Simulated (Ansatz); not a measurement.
All numbers below come from DFT PBE, scalar-relativistic, plane waves, PAW in Ansatz 0.2.0. Settings: cutoff 420 eV, Γ-centred meshes spaced at most about 0.3 Å⁻¹, and about 0.25 Å⁻¹ or finer for metals (2π included), Gaussian smearing. No spin polarisation in the final relaxations.

These are static total energies at zero pressure.

Compare these two cells of Ge2Sb2O, each relaxed at this level.

A.

```cif
data_structure
_symmetry_space_group_name_H-M 'I4/mmm'
_symmetry_Int_Tables_number 139
_cell_length_a 5.8978
_cell_length_b 5.8978
_cell_length_c 6.5080
_cell_angle_alpha 90.000
_cell_angle_beta 90.000
_cell_angle_gamma 90.000
_cell_volume 226.38
loop_
_atom_site_label
_atom_site_type_symbol
_atom_site_symmetry_multiplicity
_atom_site_Wyckoff_symbol
_atom_site_fract_x
_atom_site_fract_y
_atom_site_fract_z
_atom_site_occupancy
Ge1 Ge 4 e 0.00000 0.00000 0.72311 1
Sb1 Sb 4 d 0.00000 0.50000 0.25000 1
O1 O 2 a 0.00000 0.00000 0.00000 1
```

B.

```cif
data_structure
_symmetry_space_group_name_H-M 'P4/mmm'
_symmetry_Int_Tables_number 123
_cell_length_a 3.4019
_cell_length_b 3.4019
_cell_length_c 9.0188
_cell_angle_alpha 90.000
_cell_angle_beta 90.000
_cell_angle_gamma 90.000
_cell_volume 104.38
loop_
_atom_site_label
_atom_site_type_symbol
_atom_site_symmetry_multiplicity
_atom_site_Wyckoff_symbol
_atom_site_fract_x
_atom_site_fract_y
_atom_site_fract_z
_atom_site_occupancy
Ge1 Ge 2 h 0.50000 0.50000 0.22042 1
Sb1 Sb 1 a 0.00000 0.00000 0.00000 1
Sb2 Sb 1 b 0.00000 0.00000 0.50000 1
O1 O 1 d 0.50000 0.50000 0.50000 1
```

**Question.** Which form is favoured at zero pressure, and by what margin per atom?

**Answer.** A is lower, by 268 meV/atom. A has space group I4/mmm (No. 139), 22.6 Å³/atom and no gap on its mesh; B has space group P4/mmm (No. 123), 20.9 Å³/atom and no gap. Counting Ge or Sb atoms around O (for each partner element, those within 1.25 times its shortest distance or 1.15 times the sum of covalent radii, where it is the nearest in units of that sum or under 1.3), A has O 2 and B has O 4. The lower one is the more open, so pressure narrows the difference. In A, Ge is surrounded by 1 O at 1.80 Å, 1 Ge at 2.90 Å and 4 Sb at 2.95 Å; Sb has 4 Ge at 2.95 Å, 2 Sb at 3.25 Å and 4 O at 3.37 Å; around O lie 2 Ge at 1.80 Å and 8 Sb at 3.37 Å. In B, Ge is surrounded by 1 O at 2.52 Å and 4 Sb at 3.12 Å; around Sb on its first site lie 8 Ge at 3.12 Å and 4 Sb at 3.40 Å; around O lie 4 Sb at 2.41 Å and 2 Ge at 2.52 Å; 1 more site not described. Both come from invented guesses. A third cell relaxed alike, in P4/mmm, lies 18 meV/atom below the lower of the two.

These runs have no spin–orbit coupling, which can matter for Sb. Cells relaxed within their symmetry can be saddle points.
